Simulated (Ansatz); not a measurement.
Input:

LaNiGe$_{3}$:
```yaml
crystal:
  lattice:
    - [-2.20519, 2.20519, 4.83274]
    - [2.20519, -2.20519, 4.83274]
    - [2.20519, 2.20519, -4.83274]
  atoms:
    - { symbol: La, position: [0.57211, 0.57211, 0.00000] }
    - { symbol: Ni, position: [0.23385, 0.23385, 0.00000] }
    - { symbol: Ge, position: [0.83003, 0.33003, 0.50000] }
    - { symbol: Ge, position: [0.33003, 0.83003, 0.50000] }
    - { symbol: Ge, position: [0.99080, 0.99080, 0.00000] }
```

This is the r²SCAN-relaxed structure.

Q: All from r²SCAN (plane waves, PAW; program Ansatz), unless another level is named. Give the electronic character.

A: metallic (no gap).

Q: What about the density of states at the Fermi level?

A: 0.23 states/eV per atom (mean over ±0.08 eV).

Q: Predict the formation energy from the elements (no fitted shifts).

A: -638 meV/atom.

Space group I4mm. The first step of the workflow began from a Materials Project structure, measured or hypothetical; the Crystallography Open Database copy checked does not list it. Its standing as an ambient phase is unchecked. Symmetry was held in the r²SCAN relaxation; its stability against distortions is not shown here. The run is not spin-polarised. The references are the lowest solids computed at this level, not always the standard phases. Scalar-relativistic: spin–orbit coupling is off unless named, which matters more the heavier the elements.

Potentials: the later of the program's two PAW sets.
